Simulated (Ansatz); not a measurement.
Input file for Ansatz (a program for electronic structure):

Ansatz 0.2 input:
```yaml
crystal:
  lattice:
    - [-2.0047418947, 2.0047418947, 6.7675829355]
    - [2.0047418947, -2.0047418947, 6.7675829355]
    - [2.0047418947, 2.0047418947, -6.7675829355]
  atoms:
    - { symbol: K, position: [0.6440513861, 0.6440513861, 0.0] }
    - { symbol: K, position: [0.3559486139, 0.3559486139, 0.0] }
    - { symbol: Mg, position: [0.0, 0.0, 0.0] }
    - { symbol: H, position: [0.0, 0.5, 0.5] }
    - { symbol: H, position: [0.5, 0.0, 0.5] }
    - { symbol: H, position: [0.8521575616, 0.8521575616, 0.0] }
    - { symbol: H, position: [0.1478424384, 0.1478424384, 0.0] }
kpoints:
  mp_grid: { grid: [6, 6, 6] }
hamiltonian:
  xc: hse06
  pseudopotentials: { kind: paw }
scf:
  n_extra_bands: 7
  occupations: { method: fixed }
output:
  eigenvalues: true
  eigenstates:
    e_range: [-9.0, 14.0]
    kpoints:
      - [0.0, 0.0, 0.0]  # VBM
      - [0.0, 0.0, 0.286458]  # CBM
      - [0.0, 0.0, 0.0]  # GAMMA
      - [0.5, 0.5, -0.5]  # M
      - [0.0, 0.0, 0.5]  # X
      - [0.25, 0.25, 0.25]  # P
      - [0.0, 0.5, 0.0]  # N
      - [-0.2719376331, 0.2719376331, 0.2719376331]  # S_0
      - [0.2719376331, 0.7280623669, -0.2719376331]  # S
      - [-0.0438752661, 0.0438752661, 0.5]  # R
      - [0.5, 0.5, -0.0438752661]  # G
```

Output (shortened):

```
basis.fft_grid_basis auto: the FFT boxes are laid along the combinations [[1, 0, 1], [0, 1, 1], [0, 0, 1]] of the cell's own vectors, 4.009, 4.009 and 7.337 Å …
Pseudopotential: K, paw, valence charge 9
Pseudopotential: Mg, paw, valence charge 10
Pseudopotential: H, paw, valence charge 1
Functional definition: HSE06
davidson cushion auto → on  (no smearing: the cushion is to keep the highest requested band from converging to the state above it …
Crystal: 7 atoms, lattice volume = 108.795 Å³
Basis set: ecut = 420 eV, 2155 PW (Γ), FFT grids on a1+a3, a2+a3, a3
Bands: 23, of which v1, the nominal top of the filled ones, is band 16 counted from 1 (15 counted from 0)
Symmetry: 16 space group operations
Space group: I4/mmm (ITA 139), of the structure as read, at distance tolerance 4.8e-5 Å
k-points: 30 of 216
SCF iter   1: F=—  HF=-5064.644870 eV  |F-HF|=—  |Δ(HF+E_count)|=         —  Δρ=4.64e-4  dr2=1.12e-4  ethr=1.77e-3  ⟨swp⟩=2.4  Hψ=5547  notcnv=0
preconditioner: auto → none
SCF iter   2: F=-5064.645379 eV  HF=-5064.645252 eV  |F-HF|=1.27e-4  |Δ(HF+E_count)|=   3.82e-4  Δρ=2.27e-4  dr2=2.37e-5  ethr=3.50e-7  ⟨swp⟩=6.0  Hψ=2514  notcnv=0  defer=9
SCF 1 stopped early in 2 iterations: F = -5064.645379 eV  dr2 = 2.37e-5
Crystal: 7 atoms, lattice volume = 108.795 Å³
Exchange kernel: α = 0.2500, screened, ω = 0.2079 Å⁻¹, Wigner–Seitz truncation, v(0) = 1046.8316 eV·Å³, q-mesh 6×6×6, nearest image of the exchange supercell L …
Frozen-core exchange: fock
SCF iter   1: F=—  HF=-5066.995692 eV  |F-HF|=—  |Δ(HF+E_count)|=         —  Δρ=2.66e-3  dr2=3.99e-3  ethr=7.41e-7  ⟨swp⟩=9.3  Hψ=4152  notcnv=0
preconditioner: auto → none
SCF iter   2: F=—  HF=-5066.994117 eV  |F-HF|=—  |Δ(HF+E_count)|=   1.57e-3  Δρ=1.06e-3  dr2=8.91e-4  ethr=7.41e-7  ⟨swp⟩=4.9  Hψ=2491  notcnv=0
SCF iter   3: F=—  HF=-5066.998407 eV  |F-HF|=—  |Δ(HF+E_count)|=   4.29e-3  Δρ=4.18e-4  dr2=1.81e-4  ethr=7.41e-7  ⟨swp⟩=5.3  Hψ=2645  notcnv=0
iter 4 solved again at ethr=1.04e-8 eV; its pass at ethr=5.35e-7 eV (dr2=3.32e-6 eV) is discarded
SCF iter   4: F=—  HF=-5066.998379 eV  |F-HF|=—  |Δ(HF+E_count)|=   2.79e-5  Δρ=7.04e-5  dr2=8.15e-6  ethr=1.04e-8  ⟨swp⟩=3.7  Hψ=3586  notcnv=0
SCF iter   5: F=-5066.998430 eV  HF=-5066.998431 eV  |F-HF|=1.31e-6  |Δ(HF+E_count)|=   5.20e-5  Δρ=4.28e-5  dr2=2.90e-6  ethr=1.04e-8  ⟨swp⟩=5.9  Hψ=2571  notcnv=0  defer=1
SCF 2 stopped early in 5 iterations: F = -5066.998430 eV  dr2 = 2.90e-6
hybrid outer 1: dexx = +4.633e-3 eV, tail = 2.97e-5 eV
Crystal: 7 atoms, lattice volume = 108.795 Å³
Exchange kernel: α = 0.2500, screened, ω = 0.2079 Å⁻¹, Wigner–Seitz truncation, v(0) = 1046.8316 eV·Å³, q-mesh 6×6×6, nearest image of the exchange supercell L …
Frozen-core exchange: fock
SCF iter   1: F=—  HF=-5066.998415 eV  |F-HF|=—  |Δ(HF+E_count)|=         —  Δρ=3.97e-5  dr2=1.06e-6  ethr=4.64e-7  ⟨swp⟩=3.4  Hψ=1638  notcnv=0
preconditioner: auto → none
iter 2 solved again at ethr=2.05e-10 eV; its pass at ethr=2.45e-9 eV (dr2=6.57e-8 eV) is discarded
SCF iter   2: F=-5066.998415 eV  HF=-5066.998415 eV  |F-HF|=6.84e-9  |Δ(HF+E_count)|=   2.17e-7  Δρ=1.56e-5  dr2=8.02e-8  ethr=2.05e-10  ⟨swp⟩=2.6  Hψ=3783  notcnv=0  defer=1
SCF 3 converged in 2 iterations: F = -5066.998415 eV  dr2 = 8.02e-8
hybrid outer 2: dexx = +1.594e-7 eV, tail = 1.81e-7 eV, Δε = 1.93e-3 eV (about 2.67e-4 eV left of the loop's levels)
the search or the solves at the SCF's close seem to have found levels that the self-consistency loop had missed (the run counts 1) …
NSCF: frozen V_eff on 11 k-points
hybrid SCF converged: 2 outer / 7 inner (+2 warm-up), last move |dexx| = 1.59e-7 eV, tail = 1.81e-7 eV
Stability not checked (fock_operator)
Free energy (F): -5066.998415 eV
Frozen-core exchange: fock
Harris-Foulkes:  -5066.998415 eV  (|F-HF|=6.84e-9)
Internal energy: -5066.998415 eV  (E = F + TS)
E sigma→0 (E₀):  -5066.998415 eV
Fermi energy:    1.779518 eV
--- Per-component energies (eV) ---
  E_band       = -661.599725
  E_kinetic    = 639.555304
  E_local      = -3013.093614  (includes V_loc(G=0)·N_el)
  E_nonlocal   = 125.199125
  E_hartree    = 1081.095298
  E_xc         = -270.136959
  E_vxc        = -330.595556  (∫ρ·V_xc dr)
  E_exx        = -106.463510  (= α·E_x^exact, valence–valence)
  E_paw        = -1819.791629  (= ΣΔE_a)
  E_vpaw       = -31.926810  (= ΣTr[D̂ρ^β])
  E_aug_tail   = -0.004621  (compensation charges beyond the density's cutoff)
  E_ewald      = -1703.040673
  E_core_change = -0.317136  (= ΣΔE_core)
  E_smearing   =  0.000000  (= −TS)
  E_closure    =  0.000000  (closes the sum)
  Σ components = -5066.998415   (vs F -5066.998415, Δ=9.09e-13)
  [band-id]    e_kinetic+e_local+e_nonlocal+2·e_hartree+e_vxc+2·e_exx+e_vpaw+e_augmentation_tail = -661.602596   (vs E_band -661.599725, Δ=-2.87e-3)
--- Band table (eV; the first three rows and the last of 30) ---
  k-point 0: bands = ["-76.7593", "-41.6610", "-41.6610", "-41.6393", "-29.5238", "-29.4931", "-11.8800", "-11.6106", "-11.6106", "-11.5751", "-11.5695", "-11.5695", "-3.3119", "0.0559", "1.0703", "1.7795", "8.1888", "8.7022", "8.8376", "8.8376", "10.1825", "11.2578", "11.2578"]
  k-point 1: bands = ["-76.7592", "-41.6616", "-41.6616", "-41.6392", "-29.5148", "-29.4899", "-11.8430", "-11.6710", "-11.6539", "-11.6476", "-11.6097", "-11.5572", "-2.7953", "0.3525", "1.1427", "1.2169", "6.7911", "8.4406", "8.8621", "10.2725", "10.2799", …
  k-point 2: bands = ["-76.7591", "-41.6630", "-41.6630", "-41.6391", "-29.4972", "-29.4837", "-11.7968", "-11.7397", "-11.7373", "-11.7069", "-11.6894", "-11.5797", "-1.5284", "0.2275", "0.5839", "0.9512", "6.3657", "8.1400", "8.4728", "8.8523", "9.6498", "10.0561", "11.1260"]
  k-point 29: bands = ["-76.7593", "-41.6610", "-41.6610", "-41.6393", "-29.5148", "-29.5022", "-11.7430", "-11.7221", "-11.6236", "-11.6236", "-11.5563", "-11.5563", "-3.0725", "-0.6289", "1.4579", "1.7681", "8.1252", "8.8574", "8.8574", "9.6672", "9.8229", …
```

Cost: about 8 core-minutes (a rough figure) on shared cores.

The points marked VBM and CBM come from a semilocal run.

The workflow started from a Materials Project entry (that database holds measured and hypothetical structures alike); the Crystallography Open Database files this formula in space group No. 139, but the cells were not matched. Its standing as an ambient phase is unchecked. The cell was relaxed with r²SCAN under the symmetry of its start; its stability against distortions is not shown here.

Potentials: the later of the program's two PAW sets.

Ansatz is a plane-wave DFT program.
